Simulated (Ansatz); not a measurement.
A geometry of AlRh away from equilibrium: the start of the relaxation of a relaxed AlRh cell displaced along its unstable phonon at q = (½, 0, 0) of its primitive reciprocal cell (76i cm⁻¹), largest move 0.15 Å. Computed with PBE (plane waves to 420 eV, PAW, scalar-relativistic; Ansatz, a quantum-chemistry and plane-wave program). Γ-centred k-mesh 9×9×4 on the run's cell (coarser than for final values), Fermi–Dirac smearing 0.05 eV.

```xyz
16
Lattice="8.2834 0.0000 0.0000 -2.0708 3.5868 0.0000 0.0000 0.0000 9.2448" Properties=species:S:1:pos:R:3 pbc="T T T"
Al     0.0750    -0.1299     9.0273
Al     4.0667     0.1299     9.0273
Al    -0.0750     0.1299     4.4049
Al     4.2167    -0.1299     4.4049
Al     0.0411     2.3200     1.6569
Al     4.1006     2.4624     1.6569
Al     2.1120     1.1244     6.2792
Al     6.1714     1.2668     6.2792
Rh     0.0393    -0.0680     2.1065
Rh     4.1024     0.0680     2.1065
Rh    -0.0393     0.0680     6.7289
Rh     4.1810    -0.0680     6.7289
Rh    -0.0607     2.4963     4.5375
Rh     4.2024     2.2861     4.5375
Rh     2.0101     1.3007     9.1599
Rh     6.2732     1.0905     9.1599
```

**Question.** Which atoms carry the largest force, and which way does it point?

**Answer.** 0.26 eV/Å, on Rh13, Rh14, Rh15, Rh16 (atoms numbered as listed); on Rh13 its components are (-0.05, 0.26, 0.00).

**Question.** What is the pressure?

**Answer.** -0.3 GPa, compression positive.

**Question.** How much energy per atom can still be gained by relaxing?

**Answer.** 0.41 eV/atom; the path ends in Pna2₁ (No. 33).

No spin polarisation in the result.

The run could not lose the symmetry of its start, so the end can be a saddle point.

The end of the path is a generated cell of AlRh: the first start was made by placing the elements on the sites of a structure type, and the end was not matched to a known phase here, so it may be hypothetical.
